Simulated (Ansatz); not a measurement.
Relaxed-ion elastic tensor of Ga (body-centred tetragonal, I4/mmm) in GPa (Voigt order), the program Ansatz at the LDA level (PAW); density 6.77 g/cm³, 17.11 Å³ per atom.

```
89.2  47.0  60.2   0.0   0.0   0.0
47.0  89.2  60.2   0.0   0.0   0.0
60.2  60.2  70.9   0.0   0.0   0.0
 0.0   0.0   0.0   4.1   0.0   0.0
 0.0   0.0   0.0   0.0   4.1   0.0
 0.0   0.0   0.0   0.0   0.0  12.6
```

Q: Is the crystal mechanically stable?

A: Yes: the smallest eigenvalue of C is 4.1 GPa.

Q: Work out the Voigt, Reuss and Hill averages.

A: K_V = 64.9, K_R = 64.8, K_H = 64.8; G_V = 9.6, G_R = 6.4, G_H = 8.0 GPa.

Q: Give Young's modulus, Poisson's ratio, Pugh's ratio and the universal anisotropy index.

A: E = 9KG/(3K + G) = 23.1 GPa; ν = 0.44; K/G = 8.10 (ductile by the Pugh limit of 1.75); A_U = 5G_V/G_R + K_V/K_R − 6 = 2.50.

Q: Estimate the sound speeds and the Debye temperature.

A: v_l = √((K + 4G/3)/ρ) = 3340 m/s, v_t = √(G/ρ) = 1090 m/s, mean 1240 m/s; Θ = (h/k)(3n/4πV)^(1/3) v_m = 143 K.

Q: How much does each axis shrink under pressure?

A: Linear compressibilities β_i = Σ_j S_ij (j = 1 to 3): x 4.4, y 4.4, z 6.6 per TPa.

The first step of the workflow began from a Materials Project structure, measured or hypothetical; the Crystallography Open Database copy checked does not list it. It is not the phase usual at ambient conditions (space group No. 64). The LDA relaxation kept the symmetry of its start; whether a distortion lowers the energy is not shown. As this level gives no gap, shear constants depend on the k-mesh and smearing (Fermi–Dirac, 0.1 eV here).

Potentials: the earlier of the program's two PAW sets.
